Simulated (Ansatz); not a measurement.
GaBO₃ in space group R-3c (No. 167; Ga on 6b, B on 6a, O on 18e), the program Ansatz at the PBEsol level (PAW). The conduction-band minimum lies at Γ, with 1 equivalent valley. Second derivatives d²E/dk² of the lowest band at one valley (eV·Å²), along Cartesian directions:

```csv
direction,d²E/dk²
[100],17.84
[010],17.84
[001],4.329
[110],17.84
[101],11.08
[011],11.08
```

Problem. Find the principal effective masses, the density-of-states mass and the conductivity mass.

Solution. Off-diagonal terms follow from H_xy = H[110] − (H_xx + H_yy)/2, and m*/mₑ = 7.620 eV·Å² over each eigenvalue: 0.43, 0.43, 1.8. One valley's DOS mass (m₁m₂m₃)^(1/3) = 0.68, conductivity mass 3/(Σ 1/mᵢ) = 0.57 mₑ.

Problem. What effective density of states Nc follows at 300 K for parabolic valleys?

Solution. Nc = 2.509e19 × 1 × (0.68)^(3/2) ≈ 1.4e19 cm⁻³.

Problem. With the computed static dielectric constant 10.6 (mean of the diagonal), estimate a hydrogenic donor's binding energy and radius.

Solution. E = 13.606 eV × 0.57/10.6² ≈ 69 meV; a = 0.529 Å × ε/m* ≈ 9.8 Å. Semilocal masses tend to be too small where the gap is.

The first step of the workflow began from a Materials Project structure, measured or hypothetical; the Crystallography Open Database files this formula in space group No. 167, but the cells were not matched. Its standing as an ambient phase is unchecked. The cell was relaxed with PBEsol under the symmetry of its start; phonons on a q-mesh show no instability. Scalar-relativistic: spin–orbit coupling is off unless named, which matters more the heavier the elements.

Potentials: the later of the program's two PAW sets.
